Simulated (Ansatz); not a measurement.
LiSc: relaxation of cell and atoms

These are results of Ansatz 0.2.0, DFT, PBE, PAW with Ansatz's default frozen-core files, scalar-relativistic, not measurements.

Command: `ansatz run input.yaml --threads 1 --pin off --max-ram 2048MiB --backend cpu --events-out ev --progress --plain --runs-dir out` The run took 14 s on 1 thread of AMD EPYC (Zen 3), with other jobs on the host, peak memory 0.35 GiB.

```yaml
crystal:
  lattice:
    - [3.3512102553, 0.0, 0.0]
    - [0.0, 3.3512102553, 0.0]
    - [0.0, 0.0, 3.3512102553]
  atoms:
    - { symbol: Li, position: [0.0, 0.0, 0.0] }
    - { symbol: Sc, position: [0.5, 0.5, 0.5] }
kpoints:
  mp_grid: { grid: [11, 11, 11] }
scf:
  occupations: { method: fermi_dirac, width: 0.05 }
hamiltonian:
  xc: pbe
  pseudopotentials: { kind: paw }
output:
  forces: true
  stress: true
relax:
  f_tol: 0.005
  max_steps: 80
  cell: {}
```

The cell is built from the CsCl type as a first guess.

The cutoff is 420 eV; energies and pressures of the walk include the program's estimate of the Pulay term.

Each frame lists the cell vectors (Å), then Cartesian positions (Å); symmetry keeps all forces zero. Free energies count from the first step, -2340.0229 eV.

The walk took 5 evaluations in all; steps that aren't listed are left out.

Step 1: E = 0.0 meV, P = 5.32 GPa

```
cell 3.3512 0.0000 0.0000 0.0000 3.3512 0.0000 0.0000 0.0000 3.3512
Li    0.0000    0.0000    0.0000
Sc    1.6756    1.6756    1.6756
```

Step 2: E = -68.7 meV, P = -0.83 GPa

```
cell 3.5146 0.0000 0.0000 0.0000 3.5146 0.0000 0.0000 0.0000 3.5146
Li    0.0000    0.0000    0.0000
Sc    1.7573    1.7573    1.7573
```

Step 3: E = -71.4 meV, P = -0.13 GPa

```
cell 3.4907 0.0000 0.0000 0.0000 3.4907 0.0000 0.0000 0.0000 3.4907
Li    0.0000    0.0000    0.0000
Sc    1.7454    1.7454    1.7454
```

Task: How does the relaxation end?

Result: It converges, with a = 3.487 Å, b = 3.487 Å, c = 3.487 Å, α = 90.00°, β = 90.00°, γ = 90.00° (conventional cell, space group Pm-3m). The last solve (on a basis chosen afresh for the final cell, so its energy is not quite comparable) gives E = -71.9 meV, P = 0.00 GPa:
```
cell 3.4865 0.0000 0.0000 0.0000 3.4865 0.0000 0.0000 0.0000 3.4865
Li    0.0000    0.0000    0.0000
Sc    1.7433    1.7433    1.7433
```
